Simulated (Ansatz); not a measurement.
Given:

Relaxed Sn (diamond):

```xyz
2
Lattice="0.0000 3.2834 3.2834 3.2834 0.0000 3.2834 3.2834 3.2834 0.0000" Properties=species:S:1:pos:R:3 pbc="T T T"
Sn     1.6417     1.6417     1.6417
Sn     0.0000     0.0000     0.0000
```

In each cell atom 1 (Sn, nearest neighbour Sn at 2.843 Å; its periodic images, 4.6 Å or more away, move with it) moves by s·(0.577, 0.577, 0.577) (along Cartesian [111]), the rest being held.

These are r2SCAN (plane waves to 500 eV, PAW, scalar-relativistic; Ansatz, a quantum-chemistry and plane-wave program) values and carry that method's errors. k mesh 10×10×10 (Γ-centred), Fermi-Dirac smearing 0.05 eV. Energies are smeared free energies. Left out: 1 of 11 points, with atoms too close for the PAW data. With partly filled bands, energies and forces of such displacements shift with the k mesh and the smearing. Sn was relaxed with its symmetry unable to fall. ΔE is measured from the undisplaced structure.

The scan covers s from -0.680 to 0.850 Å in 10 points.

Is the energy the same for displacements of ±0.680 Å, and if not, which side lies higher?

Not even: the negative side lies higher at ±0.680 Å. With its periodic images moving along, the atom's site symmetry in this cell is -43m.

What is the energy change at s = 0.850 Å?

1064 meV/cell.

What force acts on the atom along the line at s = -0.680 Å?

13.4 eV/Å.

What is the force constant k = d²E/ds² of this move at s = 0?

7.63 eV/Å².

With two atoms in the cell this is the zone-centre optical mode. What wavenumber follows?

187 cm⁻¹.

(A displaced cell: forces are minus the slopes of the energy, force constants its curvatures, and phonons follow from these.)
